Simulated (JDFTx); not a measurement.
System: WSi2(110) (I4/mmm bulk; lattice of mp-1620, not re-optimised at this level), 1x1 cell of 12 atoms in 4 planes (Si/W outermost, slab composition W4Si8), area 17.74 Å² a face, 7.0 Å between the outermost planes in a cell 22.8 Å high; k mesh 6×6×1, Fermi width 0.01 Ha, no spin polarisation. Whether this polymorph is the ambient one wasn't checked.

Method: PBE, GBRV ultrasoft potentials, plane waves to 20/100 Ha, in JDFTx (a modified build). Liquid on both sides: CANDLE, water, 1 M KF; nuclei fixed. On the negative side CANDLE's cavity feels the periodic box, so those points shift with the cell height.

Charging data:

| U − U_pzc (V) | σ (μC/cm²) |
|---|---|
| -0.91 | -28.56 |
| 0.00 | 0.00 |
| 0.29 | 3.92 |
| 0.49 | 6.74 |
| 0.69 | 9.68 |
| 0.89 | 12.73 |
| 1.04 | 15.00 |

Working it through: a check of Lippmann's equation. The grand free energy per area against the neutral slab, Δγ = [F(N) − F(N₀) − μ(N − N₀)]/2A, is taken from the total energies of the same runs.

```
U − U_pzc (V)  Δγ (mJ/m²)
-------------  ----------
-0.91              -126.7
0.00                  0.0
0.29                 -5.7
0.49                -16.3
0.69                -32.7
0.89                -55.1
1.04                -75.1
```

Δγ is largest at zero charge and falls away from it, as dγ/dU = −σ demands. At 1.04 V the computed -75.1 mJ/m² stands beside -77.7 mJ/m² from the constant-capacitance formula.
